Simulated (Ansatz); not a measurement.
Starting cell, AlFe (CsCl type):

```xyz
2
Lattice="2.8454 0.0000 0.0000 0.0000 2.8454 0.0000 0.0000 0.0000 2.8454" Properties=species:S:1:pos:R:3 pbc="T T T"
Al     0.0000     0.0000     0.0000
Fe     1.4227     1.4227     1.4227
```

Two-dimensional scan of atom 2 (Fe, nearest neighbour Al at 2.464 Å; its periodic images, 2.8 Å or more away, move with it): u runs along (1.000, 0.000, 0.000), v along (0.000, 0.000, 1.000) (Cartesian). Cell and other atoms are fixed.

Method: PBEsol (plane waves to 420 eV, PAW, scalar-relativistic; Ansatz, a program for electronic structure). k mesh 13×13×13 (Γ-centred), Fermi-Dirac smearing 0.05 eV. E stands for the smeared free energy. With partly filled bands, energies and forces of such displacements shift with the k mesh and the smearing. AlFe was relaxed with its symmetry unable to fall. Relaxed AlFe ends ferromagnetic. Other magnetic orders were not checked, so this need not be the ground state. ΔE is measured from the undisplaced structure. Axes are in Å.

### Question
Estimate the ΔE (meV/cell) for all points of the grid u = -0.370, -0.185, 0.000, 0.185, 0.370 by v = -0.370, -0.185, 0.000, 0.185, 0.370.

### Answer
ΔE (meV/cell), with u across and v down:

| v \ u | -0.370 | -0.185 | 0.000 | 0.185 | 0.370 |
|---|---|---|---|---|---|
| -0.370 | 1362 | 774 | 573 | 774 | 1362 |
| -0.185 | 774 | 306 | 146 | 306 | 774 |
| 0.000 | 573 | 146 | 0 | 146 | 573 |
| 0.185 | 774 | 306 | 146 | 306 | 774 |
| 0.370 | 1362 | 774 | 573 | 774 | 1362 |

(For displaced atoms, the force is minus the slope of the energy, and its curvature is a force constant, which sets phonon frequencies.)
